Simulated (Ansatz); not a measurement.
Here is the system:

BaCdSbF:
```
BaCdSbF
1.0
    4.61586     0.00000     0.00000
    0.00000     4.61586     0.00000
    0.00000     0.00000     9.79736
Ba Cd Sb F
2 2 2 2
Direct
  0.00000   0.50000   0.63945
  0.50000   0.00000   0.36055
  0.50000   0.50000   0.00000
  0.00000   0.00000   0.00000
  0.00000   0.50000   0.18535
  0.50000   0.00000   0.81465
  0.50000   0.50000   0.50000
  0.00000   0.00000   0.50000
```

This is the r²SCAN-relaxed structure. Cartesian axes are those of the cell as given.

Question: All from the program Ansatz at the r²SCAN level (PAW), unless another level is named. Predict the gap with spin–orbit coupling.

Answer: 0.38 eV.

Question: Give the band gap.

Answer: 0.59 eV (direct).

Question: Next, the hole effective mass, band 2 of 2 at the edge?

Answer: 0.13 along x, 10 along z (mₑ).

Question: Next, the electron effective mass with spin–orbit coupling?

Answer: 0.14, 0.14, 2.1 mₑ (principal values).

Question: Predict the hole effective mass with spin–orbit coupling.

Answer: 0.22, 0.22, 10 mₑ (principal values).

Question: And the valence-band maximum?

Answer: at Γ.

Space group P4/nmm. The workflow started from a Materials Project entry (that database holds measured and hypothetical structures alike); the Crystallography Open Database files this formula in space group No. 129, but the cells were not matched. Whether it is the stable phase at ambient conditions was not checked. The r²SCAN relaxation kept the symmetry of its start; its stability against distortions is not shown here. Spin–orbit coupling is left out wherever it is not named.

Potentials: the later of the program's two PAW sets.
